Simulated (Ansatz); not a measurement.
Zr3N4 (space group I-43d)

```
CELL_PARAMETERS angstrom
     -3.39128     3.39128     3.39128
      3.39128    -3.39128     3.39128
      3.39128     3.39128    -3.39128
ATOMIC_POSITIONS crystal
  Zr 0.87500 0.12500 0.75000
  Zr 0.62500 0.37500 0.25000
  Zr 0.75000 0.87500 0.12500
  Zr 0.25000 0.62500 0.37500
  Zr 0.12500 0.75000 0.87500
  Zr 0.37500 0.25000 0.62500
  N  0.63394 0.63394 0.63394
  N  0.36606 0.50000 0.00000
  N  0.50000 0.00000 0.86606
  N  0.00000 0.36606 0.50000
  N  0.86606 0.50000 0.00000
  N  0.13394 0.13394 0.13394
  N  0.00000 0.86606 0.50000
  N  0.50000 0.00000 0.36606
```

The volume is varied about the relaxed value V₀ at fixed cell shape. The atoms relax within the cell's symmetry.

Computed with PBE (plane waves to 420 eV, PAW, scalar-relativistic; Ansatz, a first-principles code). k mesh 6×6×6 (Γ-centred), Fermi-Dirac smearing 0.05 eV. The energy includes the smearing's −TS. Zr3N4 is run without spin polarisation. Zr3N4 was relaxed with its symmetry unable to fall. The zero of ΔE is the relaxed starting cell.

```
V (Å³/atom)  ΔE (meV/atom)
-----------  -------------
10.029                91.6
10.308                48.1
10.586                19.8
10.865                 4.6
11.144                 0.0
11.422                 3.7
11.701                13.5
11.979                27.7
12.258                44.8
```

Problem. What is the fitted pressure derivative B₀′?

Solution. 9.3.

Problem. What bulk modulus B₀ follows from a third-order Birch-Murnaghan fit?

Solution. 183 GPa. Check by three points about V = 11.144 Å³/atom, step 0.279: d²E/dV² ≈ (4.6 − 2·0.0 + 3.7) meV / 0.279² = 0.107 eV/Å⁶, and V·d²E/dV² × 160.2 = 191 GPa.

(A scan under strain: stresses follow from slopes of the energy per volume, elastic moduli from its curvatures.)
